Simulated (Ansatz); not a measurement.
AlAs (zinc blende)

```
CELL_PARAMETERS angstrom
      0.00000     2.86422     2.86422
      2.86422     0.00000     2.86422
      2.86422     2.86422     0.00000
ATOMIC_POSITIONS crystal
  As 0.75000 0.75000 0.75000
  Al 0.00000 0.00000 0.00000
```

Grid over V/V₀ and (c/a)/(c/a)₀, subscript 0 meaning the relaxed cell; the conventional c axis lies along z; no internal relaxation.

The numbers are results of PBE (plane waves to 420 eV, PAW, scalar-relativistic; Ansatz, a first-principles code), not measurements. k mesh 10×10×10 (Γ-centred), Fermi-Dirac smearing 0.05 eV. Compression counts positive. AlAs was relaxed with its symmetry unable to fall.

At one point of the scan the stress tensor (GPa) is:

```
   2.28     0.00     0.00
   0.00     2.28     0.00
   0.00     0.00     4.28
```

**Question.** Which point is it?
(A) V/V₀ = 0.960, (c/a)/(c/a)₀ = 1.080
(B) V/V₀ = 0.920, (c/a)/(c/a)₀ = 1.040
(C) V/V₀ = 0.960, (c/a)/(c/a)₀ = 0.960
(D) V/V₀ = 0.920, (c/a)/(c/a)₀ = 0.960

**Answer.** C, V/V₀ = 0.960, (c/a)/(c/a)₀ = 0.960

(A scan under strain: stresses follow from slopes of the energy per volume, elastic moduli from its curvatures.)
